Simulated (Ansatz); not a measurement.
Sn:
```xyz
2
Lattice="0.0000 3.2726 3.2726 3.2726 0.0000 3.2726 3.2726 3.2726 0.0000" Properties=species:S:1:pos:R:3 pbc="T T T"
Sn     3.2726     3.2726     3.2726
Sn     4.9089     4.9089     4.9089
```

Relaxed with r²SCAN+D4. Special points in fractions of this cell's reciprocal vectors: Γ (0.000, 0.000, 0.000); X (0.500, 0.000, 0.500); U (0.625, 0.250, 0.625); K (0.375, 0.375, 0.750); L (0.500, 0.500, 0.500); W (0.500, 0.250, 0.750).

Problem. List the band energies nearest the Fermi level at these points for r²SCAN+D4 (plane waves, PAW; program Ansatz).

Solution. In eV from the Fermi level; about four levels below and three above (degenerate sets whole), none deeper than 8.9 eV; points with the same levels are listed once.

```json
[
 {"k": "Γ", "below": "-0.55", "above": "0.00 0.00 0.00"},
 {"k": "X", "below": "-7.77 -7.77 -2.60 -2.60", "above": "0.94 0.94 7.98 7.98"},
 {"k": "U", "below": "-8.19 -7.27 -3.49 -2.23", "above": "1.22 3.52 5.98"},
 {"k": "L", "below": "-6.50 -1.23 -1.23", "above": "0.08 3.35 3.35"},
 {"k": "W", "below": "-7.71 -7.71 -3.16 -3.16", "above": "3.57 3.57 4.21 4.21"}
]
```

Space group Fd-3m (diamond). This is a known low-temperature phase of the composition, computed here at zero pressure and temperature. The r²SCAN+D4 relaxation kept the symmetry of its start; its stability against distortions is not shown here. The pairwise dispersion correction was not fitted to metals. The Fermi level of a semimetal is unsure by some 0.05 eV on such meshes. Scalar-relativistic: spin–orbit coupling is off unless named, which matters more the heavier the elements.

Potentials: the earlier of the program's two PAW sets.
